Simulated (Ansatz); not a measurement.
Geometry optimisation in Ansatz: input, command and trajectory.

```yaml
crystal:
  lattice:
    - [6.6992656281, 0.0, 0.0]
    - [0.0, 6.6992656281, 0.0]
    - [0.0, 0.0, 4.315003699]
  atoms:
    - { symbol: Ba, position: [0.0, 0.0, 0.0] }
    - { symbol: Ba, position: [0.5, 0.5, 0.5] }
    - { symbol: "Y", position: [0.306, 0.306, 0.0] }
    - { symbol: "Y", position: [0.194, 0.806, 0.5] }
    - { symbol: "Y", position: [0.694, 0.694, 0.0] }
    - { symbol: "Y", position: [0.806, 0.194, 0.5] }
basis:
  ecutwfc: 420
kpoints:
  mp_grid: { grid: [4, 4, 4] }
hamiltonian:
  xc: pbe
scf:
  occupations: { method: gaussian, width: 0.1 }
  lower_state_search: "off"
output:
  forces: true
  stress: true
  eigenvalues: true
relax:
  adjacent_minimum: "off"
  f_tol: 0.04
  max_steps: 70
  cell: { stress_tol: 0.4 }
```

```bash
ansatz run input.yaml --threads 1 --pin off --max-ram 2560MiB --backend cpu --events-out ev --progress --plain --runs-dir out
```

These are results of Ansatz 0.2.0, DFT PBE, scalar-relativistic, plane waves, PAW, not measurements.

Of 14 frames 9 are shown, positions in Å and forces in eV/Å; the SCF threshold varies from step to step. Steps run on the plane waves of an earlier cell, with a Pulay correction in the pressure. The basis is chosen afresh for the last frame, the zero of the energies, and at times for earlier ones too; energy and pressure step there, also at an unchanged geometry. Here that happened at step 10 (-24 meV/atom, 0.6 GPa); the frames before carry an error of that size.

```xyz
6
Lattice="6.6993 0.0000 0.0000 0.0000 6.6993 0.0000 0.0000 0.0000 4.3150" Properties=species:S:1:pos:R:3:forces:R:3 pbc="T T T" step=1 free_energy_over_end_meV_per_atom=345.88 pressure_GPa=5.44
Ba    0.0000    0.0000    0.0000    0.0000    0.0000    0.0000
Ba    3.3496    3.3496    2.1575    0.0000    0.0000    0.0000
Y     2.0500    2.0500    0.0000   -0.4142   -0.4142    0.0000
Y     1.2997    5.3996    2.1575    0.4142   -0.4142    0.0000
Y     4.6493    4.6493    0.0000    0.4142    0.4142    0.0000
Y     5.3996    1.2997    2.1575   -0.4142    0.4142    0.0000
6
Lattice="6.8752 0.0000 0.0000 0.0000 6.8752 0.0000 0.0000 0.0000 4.5253" Properties=species:S:1:pos:R:3:forces:R:3 pbc="T T T" step=2 free_energy_over_end_meV_per_atom=252.72 pressure_GPa=1.92
Ba    0.0000    0.0000    0.0000    0.0000    0.0000    0.0000
Ba    3.4376    3.4376    2.2626    0.0000    0.0000    0.0000
Y     2.0625    2.0625    0.0000   -0.0275   -0.0275    0.0000
Y     1.3751    5.5002    2.2626    0.0275   -0.0275    0.0000
Y     4.8127    4.8127    0.0000    0.0275    0.0275    0.0000
Y     5.5002    1.3751    2.2626   -0.0275    0.0275    0.0000
6
Lattice="6.8680 0.0000 0.0000 0.0000 6.8680 0.0000 0.0000 0.0000 4.9485" Properties=species:S:1:pos:R:3:forces:R:3 pbc="T T T" step=4 free_energy_over_end_meV_per_atom=190.87 pressure_GPa=0.03
Ba    0.0000    0.0000    0.0000    0.0000    0.0000    0.0000
Ba    3.4340    3.4340    2.4742    0.0000    0.0000    0.0000
Y     2.1214    2.1214    0.0000    0.0600    0.0600    0.0000
Y     1.3126    5.5554    2.4742   -0.0600    0.0600    0.0000
Y     4.7467    4.7467    0.0000   -0.0600   -0.0600    0.0000
Y     5.5554    1.3126    2.4742    0.0600   -0.0600    0.0000
6
Lattice="6.7808 0.0000 0.0000 0.0000 6.7808 0.0000 0.0000 0.0000 5.1622" Properties=species:S:1:pos:R:3:forces:R:3 pbc="T T T" step=5 free_energy_over_end_meV_per_atom=147.66 pressure_GPa=-0.17
Ba    0.0000    0.0000    0.0000    0.0000    0.0000    0.0000
Ba    3.3904    3.3904    2.5811    0.0000    0.0000    0.0000
Y     2.1309    2.1309    0.0000    0.0573    0.0573    0.0000
Y     1.2595    5.5213    2.5811   -0.0573    0.0573    0.0000
Y     4.6499    4.6499    0.0000   -0.0573   -0.0573    0.0000
Y     5.5213    1.2595    2.5811    0.0573   -0.0573    0.0000
6
Lattice="6.4897 0.0000 0.0000 0.0000 6.4897 0.0000 0.0000 0.0000 5.5762" Properties=species:S:1:pos:R:3:forces:R:3 pbc="T T T" step=7 free_energy_over_end_meV_per_atom=57.02 pressure_GPa=0.31
Ba    0.0000    0.0000    0.0000    0.0000    0.0000    0.0000
Ba    3.2448    3.2448    2.7881    0.0000    0.0000    0.0000
Y     2.0890    2.0890    0.0000   -0.0139   -0.0139    0.0000
Y     1.1559    5.3338    2.7881    0.0139   -0.0139    0.0000
Y     4.4007    4.4007    0.0000    0.0139    0.0139    0.0000
Y     5.3338    1.1559    2.7881   -0.0139    0.0139    0.0000
6
Lattice="6.4196 0.0000 0.0000 0.0000 6.4196 0.0000 0.0000 0.0000 5.7919" Properties=species:S:1:pos:R:3:forces:R:3 pbc="T T T" step=8 free_energy_over_end_meV_per_atom=38.06 pressure_GPa=-0.02
Ba    0.0000    0.0000    0.0000    0.0000    0.0000    0.0000
Ba    3.2098    3.2098    2.8960    0.0000    0.0000    0.0000
Y     2.0763    2.0763    0.0000    0.0528    0.0528    0.0000
Y     1.1335    5.2861    2.8960   -0.0528    0.0528    0.0000
Y     4.3433    4.3433    0.0000   -0.0528   -0.0528    0.0000
Y     5.2861    1.1335    2.8960    0.0528   -0.0528    0.0000
6
Lattice="6.3786 0.0000 0.0000 0.0000 6.3786 0.0000 0.0000 0.0000 5.8979" Properties=species:S:1:pos:R:3:forces:R:3 pbc="T T T" step=10 free_energy_over_end_meV_per_atom=11.56 pressure_GPa=0.54
Ba    0.0000    0.0000    0.0000    0.0000    0.0000    0.0000
Ba    3.1893    3.1893    2.9490    0.0000    0.0000    0.0000
Y     2.0728    2.0728    0.0000    0.0402    0.0402    0.0000
Y     1.1165    5.2621    2.9490   -0.0402    0.0402    0.0000
Y     4.3058    4.3058    0.0000   -0.0402   -0.0402    0.0000
Y     5.2621    1.1165    2.9490    0.0402   -0.0402    0.0000
6
Lattice="6.4415 0.0000 0.0000 0.0000 6.4415 0.0000 0.0000 0.0000 6.1038" Properties=species:S:1:pos:R:3:forces:R:3 pbc="T T T" step=11 free_energy_over_end_meV_per_atom=7.83 pressure_GPa=0.15
Ba    0.0000    0.0000    0.0000    0.0000    0.0000    0.0000
Ba    3.2208    3.2208    3.0519    0.0000    0.0000    0.0000
Y     2.1437    2.1437    0.0000   -0.2634   -0.2634    0.0000
Y     1.0770    5.3645    3.0519    0.2634   -0.2634    0.0000
Y     4.2978    4.2978    0.0000    0.2634    0.2634    0.0000
Y     5.3645    1.0770    3.0519   -0.2634    0.2634    0.0000
6
Lattice="6.3768 0.0000 0.0000 0.0000 6.3768 0.0000 0.0000 0.0000 6.2162" Properties=species:S:1:pos:R:3:forces:R:3 pbc="T T T" step=14 free_energy_over_end_meV_per_atom=0.00 pressure_GPa=0.03
Ba    0.0000    0.0000    0.0000    0.0000    0.0000    0.0000
Ba    3.1884    3.1884    3.1081    0.0000    0.0000    0.0000
Y     2.0992    2.0992    0.0000   -0.0050   -0.0050    0.0000
Y     1.0892    5.2876    3.1081    0.0050   -0.0050    0.0000
Y     4.2776    4.2776    0.0000    0.0050    0.0050    0.0000
Y     5.2876    1.0892    3.1081   -0.0050    0.0050    0.0000
```

The start puts this composition into another compound's structure type, which needn't suit it. The cell swells from 32.3 to 42.1 Å³ an atom, so the end can be far from any stable crystal. At the end the space group is P4_2/mnm (tolerance 0.05 Å).

Time: 2.7 min on 1 thread of Arm Neoverse V2 (shared host), peak memory 0.52 GiB.

The k mesh is coarse.